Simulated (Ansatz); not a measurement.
Given:

SiMo:
```cif
data_MoSi
_chemical_formula_sum 'Si1 Mo1'
_space_group_name_H-M_alt 'P 1'
_space_group_IT_number 1
_cell_length_a 3.08356
_cell_length_b 3.08356
_cell_length_c 3.47359
_cell_angle_alpha 90.000
_cell_angle_beta 90.000
_cell_angle_gamma 120.000
loop_
_space_group_symop_operation_xyz
  'x, y, z'
loop_
_atom_site_label
_atom_site_type_symbol
_atom_site_fract_x
_atom_site_fract_y
_atom_site_fract_z
_atom_site_occupancy
Si1 Si 0.00000 0.00000 0.00000 1
Mo1 Mo 0.33333 0.66667 0.50000 1
```

This is the LDA-relaxed structure.

Question: All from DFT-LDA in the program Ansatz with PAW potentials, unless another level is named. Predict the electronic character.

Answer: metallic (no gap).

Question: Next, the density of states at the Fermi level?

Answer: 0.39 states/eV per atom (mean over ±0.08 eV).

Question: Next, the formation energy from the elements (no fitted shifts)?

Answer: -0.35 eV/atom.

Space group P-6m2. The workflow started from a Materials Project entry (that database holds measured and hypothetical structures alike); the Crystallography Open Database copy checked does not list it. Whether it is the stable phase at ambient conditions was not checked. The LDA relaxation kept the symmetry of its start; its stability against distortions is not shown here. No spin polarisation was allowed. The references are the lowest solids computed at this level, not always the standard phases. Spin–orbit coupling is left out wherever it is not named.

Potentials: the later of the program's two PAW sets.
